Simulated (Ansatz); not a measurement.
As:
```xyz
1
Lattice="-1.6839 1.6839 1.6839 1.6839 -1.6839 1.6839 1.6839 1.6839 -1.6839" Properties=species:S:1:pos:R:3 pbc="T T T"
As     0.0000     0.0000     0.0000
```

Relaxed with PBE. Special points in fractions of this cell's reciprocal vectors: Γ (0.000, 0.000, 0.000); H (0.500, -0.500, 0.500); N (0.000, 0.000, 0.500); P (0.250, 0.250, 0.250).

**Question.** List the band energies nearest the Fermi level at these points for DFT-PBE with spin–orbit coupling in the program Ansatz with PAW potentials.

**Answer.** In eV from the Fermi level; about four levels below and three above (degenerate sets whole), none deeper than 8.9 eV; … stands for higher levels left out; points with the same levels are listed once.

```tsv
k	below	above
Γ	–	5.47 5.47 6.06 6.06 6.06 6.06
H	-2.12 -2.12 -2.12 -2.12	…
N	-6.47 -6.47	1.92 1.92 4.34 4.34
P	-3.13 -3.13 -3.13 -3.13	17.49 17.49 …
```

Space group Im-3m (bcc (W type)). A made-up cell: these elements were put on the sites of a structure type; neither database checked (COD, Materials Project) lists it. It is not the phase usual at ambient conditions (space group No. 166). The PBE relaxation kept the symmetry of its start; its stability against distortions is not shown here.

Potentials: the earlier of the program's two PAW sets.
